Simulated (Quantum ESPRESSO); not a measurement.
```cif
data_O6Si3
_chemical_formula_sum 'O6 Si3'
_space_group_name_H-M_alt 'P 1'
_space_group_IT_number 1
_cell_length_a 5.06109
_cell_length_b 5.06109
_cell_length_c 5.54050
_cell_angle_alpha 90.000
_cell_angle_beta 90.000
_cell_angle_gamma 120.000
loop_
_space_group_symop_operation_xyz
  'x, y, z'
loop_
_atom_site_label
_atom_site_type_symbol
_atom_site_fract_x
_atom_site_fract_y
_atom_site_fract_z
_atom_site_occupancy
O1 O 0.79137 0.58274 0.50000 1
O2 O 0.20863 0.79137 0.83333 1
O3 O 0.41726 0.20863 0.16667 1
O4 O 0.20863 0.41726 0.50000 1
O5 O 0.79137 0.20863 0.83333 1
O6 O 0.58274 0.79137 0.16667 1
Si1 Si 0.00000 0.50000 0.66667 1
Si2 Si 0.50000 0.00000 0.00000 1
Si3 Si 0.50000 0.50000 0.33333 1
```

The geometry is that of Materials Project entry mp-6922, symmetrised and not relaxed again.

Problem. What does LDA (pw.x of Quantum ESPRESSO, ONCV potentials, without SOC) give for the electronic structure near the Fermi level?

Solution. The LDA gap is indirect, 5.50 eV, from M to Γ; the smallest direct gap is 5.70 eV. 

This is not the ordinary phase of the substance.
